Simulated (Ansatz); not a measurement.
Sb2O5:
```cif
data_O10Sb4
_chemical_formula_sum 'Sb4 O10'
_space_group_name_H-M_alt 'P 1'
_space_group_IT_number 1
_cell_length_a 5.40740
_cell_length_b 5.40740
_cell_length_c 9.68238
_cell_angle_alpha 90.000
_cell_angle_beta 90.000
_cell_angle_gamma 137.337
loop_
_space_group_symop_operation_xyz
  'x, y, z'
loop_
_atom_site_label
_atom_site_type_symbol
_atom_site_fract_x
_atom_site_fract_y
_atom_site_fract_z
_atom_site_occupancy
Sb1 Sb 0.63487 0.36513 0.56479 1
Sb2 Sb 0.36513 0.63487 0.43521 1
Sb3 Sb 0.36513 0.63487 0.06479 1
Sb4 Sb 0.63487 0.36513 0.93521 1
O1 O 0.70626 0.29374 0.75000 1
O2 O 0.29374 0.70626 0.25000 1
O3 O 0.44986 0.55014 0.61887 1
O4 O 0.55014 0.44986 0.38113 1
O5 O 0.55014 0.44986 0.11887 1
O6 O 0.44986 0.55014 0.88113 1
O7 O 0.18355 0.81645 0.53671 1
O8 O 0.81645 0.18355 0.46329 1
O9 O 0.81645 0.18355 0.03671 1
O10 O 0.18355 0.81645 0.96329 1
```

Relaxed with r²SCAN.

Which orbitals make up the states near the band edges in the program Ansatz at the r²SCAN level (PAW)?

Top 1 eV of the valence band: O 2p 97 %. Bottom 1 eV of the conduction band: Sb 5s 44 %, O 2p 34 %, O 2s 15 %. Projections are on Löwdin-orthogonalised atomic valence shells; empty p or d shells of many metals are not among them.

Tabulate the density of states.

States/eV per cell of 14 atoms, in 0.25 eV bins, energy from the valence-band maximum.

```
E (eV)  total   O 2p  Sb 5p  Sb 5s
------  -----  -----  -----  -----
-7.85    1.58   0.93   0.18   0.32
-7.60    2.36   1.51   0.40   0.30
-7.35    2.52   1.68   0.46   0.25
-7.10    1.53   1.01   0.27   0.17
-6.85    1.13   0.72   0.18   0.16
-6.60    1.26   0.81   0.20   0.17
-6.35    3.91   2.70   0.78   0.22
-6.10    5.62   4.02   1.13   0.20
-5.85    7.67   5.56   1.50   0.22
-5.60    4.75   3.48   0.87   0.13
-5.35    7.34   5.47   1.26   0.16
-5.10    7.36   5.50   1.21   0.16
-4.85    5.63   4.24   0.89   0.11
-4.60    5.56   4.23   0.80   0.08
-4.35    7.01   5.51   0.91   0.08
-4.10    6.45   5.16   0.76   0.06
-3.85    6.93   5.70   0.68   0.05
-3.60    8.24   7.20   0.53   0.05
-3.35    7.23   6.50   0.35   0.04
-3.10    8.47   7.72   0.35   0.04
-2.85   10.11   9.51   0.25   0.02
-2.60   11.71  11.15   0.19   0.03
-2.35    9.36   8.94   0.14   0.02
-2.10    6.35   6.01   0.14   0.01
-1.85   12.01  11.42   0.26   0.02
-1.60   19.23  18.62   0.17   0.01
-1.35   14.93  14.47   0.13   0.02
-1.10   13.68  13.36   0.07   0.01
-0.85    7.25   7.04   0.03   0.01
-0.60    0.28   0.26   0.00   0.00
-0.35    3.69   3.53   0.02   0.01
-0.10    4.03   3.88   0.01   0.01
0.15     0.00   0.00   0.00   0.00
0.40     0.00   0.00   0.00   0.00
0.65     0.00   0.00   0.00   0.00
0.90     0.00   0.00   0.00   0.00
1.15     0.01   0.00   0.00   0.00
1.40     0.12   0.04   0.00   0.06
1.65     0.23   0.08   0.01   0.11
1.90     0.39   0.14   0.02   0.17
2.15     0.53   0.19   0.03   0.23
2.40     0.64   0.23   0.04   0.27
2.65     1.01   0.37   0.07   0.41
2.90     1.27   0.48   0.09   0.51
3.15     1.50   0.58   0.11   0.61
3.40     2.23   0.89   0.15   0.93
3.65     2.08   0.82   0.15   0.86
3.90     2.31   0.93   0.15   0.98
4.15     2.84   1.17   0.18   1.20
4.40     3.17   1.34   0.20   1.31
4.65     2.52   1.09   0.17   1.04
4.90     2.41   1.07   0.14   1.00
5.15     2.87   1.27   0.18   1.18
5.40     3.17   1.42   0.20   1.33
5.65     1.73   0.76   0.14   0.71
5.90     0.91   0.39   0.08   0.38
```

Space group Cmcm. The first step of the workflow began from a Materials Project structure, measured or hypothetical; the Crystallography Open Database copy checked does not list it. COD files the formula under space group No. 15, so this cell is another polymorph or a model. Whether it is the stable phase at ambient conditions was not checked. Symmetry was held in the r²SCAN relaxation; its stability against distortions is not shown here. Scalar-relativistic: spin–orbit coupling is off unless named, which matters more the heavier the elements.

Potentials: the earlier of the program's two PAW sets.
